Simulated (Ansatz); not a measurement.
Pb2SeS:
```
CELL_PARAMETERS angstrom
      2.12218     1.22524     6.92919
     -2.12218     1.22524     6.92919
      0.00000    -2.45048     6.92919
ATOMIC_POSITIONS crystal
  Pb 0.75326 0.75326 0.75326
  Pb 0.24674 0.24674 0.24674
  Se 0.00000 0.00000 0.00000
  S  0.50000 0.50000 0.50000
```

Tensor components refer to the Cartesian frame of this cell.

Give the high-frequency dielectric tensor and the Born effective charge tensors of the independent atoms from DFPT, plane-wave PAW PBEsol (Ansatz code).


ε∞:
```
22.4  0.00  0.00
0.00  22.4  0.00
0.00  0.00  22.4
```
Z* of atom 1 (Pb), rows: field, columns: displacement, in e:
```
4.63  0.00  0.00
0.00  4.63  0.00
0.00  0.00  4.61
```
Z* of atom 3 (Se), rows: field, columns: displacement, in e:
```
-4.36   0.00   0.00
 0.00  -4.36   0.00
 0.00   0.00  -4.54
```
Z* of atom 4 (S), rows: field, columns: displacement, in e:
```
-4.89   0.00   0.00
 0.00  -4.89   0.00
 0.00   0.00  -4.68
```

Static charges for comparison (Bader): Pb1 +0.90, Se3 -0.85, S4 -0.96 e. Born charges measure polarisation by displacement and can exceed these by far.

Space group R-3m. The first step of the workflow began from a Materials Project structure, measured or hypothetical; the Crystallography Open Database copy checked does not list it. Its standing as an ambient phase is unchecked. Symmetry was held in the PBEsol relaxation; its stability against distortions is not shown here. Scalar-relativistic: spin–orbit coupling is off unless named, which matters more the heavier the elements.

Potentials: the later of the program's two PAW sets.
